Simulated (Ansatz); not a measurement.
Relaxed (111) slab cut from SiMo3 (space group Pm-3n (No. 223)); the slab's formula is Si7Mo24, its outer planes Mo (top) and Mo (bottom):

```yaml
crystal:
  lattice:
    - [6.87532, 0.00000, 0.00000]
    - [-3.43766, 5.95420, 0.00000]
    - [0.00000, 0.00000, 24.82393]
  atoms:
    - { symbol: Mo, position: [0.92277, 0.37008, 0.30851] }
    - { symbol: Mo, position: [0.44730, 0.07723, 0.30851] }
    - { symbol: Mo, position: [0.62992, 0.55270, 0.30851] }
    - { symbol: Si, position: [0.33333, 0.66667, 0.33224] }
    - { symbol: Mo, position: [0.25599, 0.23686, 0.35654] }
    - { symbol: Mo, position: [0.76314, 0.01913, 0.35654] }
    - { symbol: Mo, position: [0.98087, 0.74401, 0.35654] }
    - { symbol: Si, position: [0.66667, 0.33333, 0.39086] }
    - { symbol: Mo, position: [0.58279, 0.67309, 0.41530] }
    - { symbol: Mo, position: [0.09030, 0.41721, 0.41530] }
    - { symbol: Mo, position: [0.32691, 0.90970, 0.41530] }
    - { symbol: Si, position: [0.00000, 0.00000, 0.44203] }
    - { symbol: Mo, position: [0.91879, 0.58286, 0.47191] }
    - { symbol: Mo, position: [0.41714, 0.33593, 0.47191] }
    - { symbol: Mo, position: [0.66407, 0.08121, 0.47191] }
    - { symbol: Si, position: [0.33333, 0.66667, 0.50000] }
    - { symbol: Mo, position: [0.24953, 0.99740, 0.52809] }
    - { symbol: Mo, position: [0.74787, 0.75047, 0.52809] }
    - { symbol: Mo, position: [0.00260, 0.25213, 0.52809] }
    - { symbol: Si, position: [0.66667, 0.33333, 0.55797] }
    - { symbol: Mo, position: [0.57636, 0.91612, 0.58470] }
    - { symbol: Mo, position: [0.08388, 0.66024, 0.58470] }
    - { symbol: Mo, position: [0.33976, 0.42364, 0.58470] }
    - { symbol: Si, position: [0.00000, 0.00000, 0.60914] }
    - { symbol: Mo, position: [0.90353, 0.31421, 0.64346] }
    - { symbol: Mo, position: [0.41068, 0.09647, 0.64346] }
    - { symbol: Mo, position: [0.68579, 0.58932, 0.64346] }
    - { symbol: Si, position: [0.33333, 0.66667, 0.66776] }
    - { symbol: Mo, position: [0.21936, 0.25611, 0.69149] }
    - { symbol: Mo, position: [0.74389, 0.96326, 0.69149] }
    - { symbol: Mo, position: [0.03674, 0.78064, 0.69149] }
```

Level of theory: DFT PBEsol, scalar-relativistic, plane waves, PAW in Ansatz. Cutoff 420 eV; k points 6×6×1 on the computed 31-atom cell (Γ-centred); Gaussian smearing, width 0.10 eV; no spin polarisation. The cell repeats along c with a dipole correction in the vacuum.

The potential is the smooth part; its values at the atoms depend on the PAW datasets.

Q: How does the plane-averaged electrostatic potential energy of an electron run along c, counted from the Fermi level?

A: z (Å), V (eV) and a bar:
```
     2.76       4.04 ##############################
     3.03       4.04 ##############################
     3.31       4.04 ##############################
     3.59       4.04 ##############################
     3.86       4.03 ##############################
     4.14       4.03 ##############################
     4.41       4.02 ##############################
     4.69       4.01 ##############################
     4.96       3.98 ##############################
     5.24       3.93 ##############################
     5.52       3.83 ##############################
     5.79       3.64 #############################
     6.07       3.28 #############################
     6.34       2.62 ############################
     6.62       1.30 ##########################
     6.90      -1.65 #####################
     7.17      -6.25 #############
     7.45     -10.62 ######
     7.72     -13.37 ##
     8.00     -14.26
     8.27     -14.49
     8.55     -14.50
     8.83     -14.14 #
     9.10     -12.76 ###
     9.38     -11.06 ######
     9.65     -10.87 ######
     9.93     -12.65 ###
    10.21     -14.13 #
    10.48     -13.94 #
    10.76     -12.47 ###
    11.03     -11.57 #####
    11.31     -12.41 ###
    11.58     -13.60 #
    11.86     -13.67 #
    12.14     -12.50 ###
    12.41     -11.70 #####
    12.69     -12.50 ###
    12.96     -13.67 #
    13.24     -13.60 #
    13.52     -12.41 ###
    13.79     -11.57 #####
    14.07     -12.47 ###
    14.34     -13.94 #
    14.62     -14.13 #
    14.89     -12.65 ###
    15.17     -10.87 ######
    15.45     -11.06 ######
    15.72     -12.76 ###
    16.00     -14.14 #
    16.27     -14.50
    16.55     -14.49
    16.83     -14.26
    17.10     -13.37 ##
    17.38     -10.62 ######
    17.65      -6.25 #############
    17.93      -1.65 #####################
    18.20       1.30 ##########################
    18.48       2.62 ############################
    18.76       3.28 #############################
    19.03       3.64 #############################
    19.31       3.83 ##############################
    19.58       3.93 ##############################
    19.86       3.98 ##############################
    20.13       4.01 ##############################
    20.41       4.02 ##############################
    20.69       4.03 ##############################
    20.96       4.03 ##############################
    21.24       4.04 ##############################
    21.51       4.04 ##############################
    21.79       4.04 ##############################
    22.07       4.04 ##############################
```

The vacuum level lies 4.04 eV above the Fermi level.

Cost: 1 run of about 32 core-minutes, on Arm Neoverse V1 (shared hosts).